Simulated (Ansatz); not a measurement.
BaF2 (fluorite)

```yaml
crystal:
  lattice:
    - [0.00000, 3.09737, 3.09737]
    - [3.09737, 0.00000, 3.09737]
    - [3.09737, 3.09737, 0.00000]
  atoms:
    - { symbol: Ba, position: [0.00000, 0.00000, 0.00000] }
    - { symbol: F, position: [0.25000, 0.25000, 0.25000] }
    - { symbol: F, position: [0.75000, 0.75000, 0.75000] }
```

Two coordinates are scanned: the volume, and the ratio of the stretch along z (the conventional c axis) to the stretch across it. Atoms keep their fractional coordinates.

Level of theory: r2SCAN (plane waves to 500 eV, PAW, scalar-relativistic; Ansatz, a program for electronic structure). k mesh 9×9×9 (Γ-centred), Fermi-Dirac smearing 0.05 eV. Stress and pressure are positive under compression. BaF2 was relaxed with its symmetry unable to fall. 

```tsv
P (GPa)	V/V₀ = 0.960	V/V₀ = 0.973	V/V₀ = 0.987	V/V₀ = 1.000	V/V₀ = 1.013	V/V₀ = 1.027	V/V₀ = 1.040
(c/a)/(c/a)₀ = 0.920	2.55	[?]	[?]	-0.17	[?]	-1.66	-2.32
(c/a)/(c/a)₀ = 0.947	2.66	1.68	0.77	-0.07	-0.85	[?]	-2.25
(c/a)/(c/a)₀ = 0.973	2.72	1.74	0.83	-0.02	-0.80	-1.53	-2.20
(c/a)/(c/a)₀ = 1.000	2.75	1.76	0.85	0.00	-0.78	-1.51	-2.18
(c/a)/(c/a)₀ = 1.027	2.72	1.74	0.83	-0.02	-0.80	-1.53	-2.20
(c/a)/(c/a)₀ = 1.053	2.66	1.68	0.77	-0.07	-0.85	[?]	-2.25
(c/a)/(c/a)₀ = 1.080	2.55	[?]	[?]	-0.16	[?]	-1.66	-2.32
```

**Question.** Some entries are withheld; supply them.

**Answer.** 
- (c/a)/(c/a)₀ = 0.920, V/V₀ = 0.973: 1.57
- (c/a)/(c/a)₀ = 0.920, V/V₀ = 0.987: 0.67
- (c/a)/(c/a)₀ = 0.920, V/V₀ = 1.013: -0.94
- (c/a)/(c/a)₀ = 0.947, V/V₀ = 1.027: -1.58
- (c/a)/(c/a)₀ = 1.053, V/V₀ = 1.027: -1.58
- (c/a)/(c/a)₀ = 1.080, V/V₀ = 0.973: 1.58
- (c/a)/(c/a)₀ = 1.080, V/V₀ = 0.987: 0.67
- (c/a)/(c/a)₀ = 1.080, V/V₀ = 1.013: -0.94

(A scan under strain: stresses follow from slopes of the energy per volume, elastic moduli from its curvatures.)
